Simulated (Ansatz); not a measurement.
## Relaxing NbSb in the zincblende type

First guess:

```yaml
crystal:
  lattice:
    - [0.00000, 3.21951, 3.21951]
    - [3.21951, 0.00000, 3.21951]
    - [3.21951, 3.21951, 0.00000]
  atoms:
    - { symbol: Nb, position: [0.00000, 0.00000, 0.00000] }
    - { symbol: Sb, position: [0.25000, 0.25000, 0.25000] }
```

Method: DFT, PBE, PAW with Ansatz's default frozen-core files, scalar-relativistic in Ansatz 0.2.0.

Cell and atoms relax within the symmetry of the start on a 10×10×10 k mesh with 0.05 eV Fermi–Dirac smearing.

The start is built from a prototype, known or not as a phase of this compound; the cutoff is 420 eV.

Spin–orbit coupling is left out, though it moves levels of the heavy atoms by tenths of an eV or more.

**Question.** What is the pressure of the first guess?

**Answer.** -3.97 GPa.

**Question.** What does it relax to?

**Answer.** a = 6.294 Å, b = 6.294 Å, c = 6.294 Å, α = 90.00°, β = 90.00°, γ = 90.00° (conventional cell), 31.17 Å³ per atom:
Space group F-43m (No. 216). a = 6.294 Å, b = 6.294 Å, c = 6.294 Å, α = 90.00°, β = 90.00°, γ = 90.00°
```
atom  site  symmetry       x       y       z
  Nb    4a      -43m  0.0000  0.0000  0.0000
  Sb    4d      -43m  0.2500  0.2500  0.7500
```

**Question.** How much energy does the relaxation release?

**Answer.** 29 meV/atom.
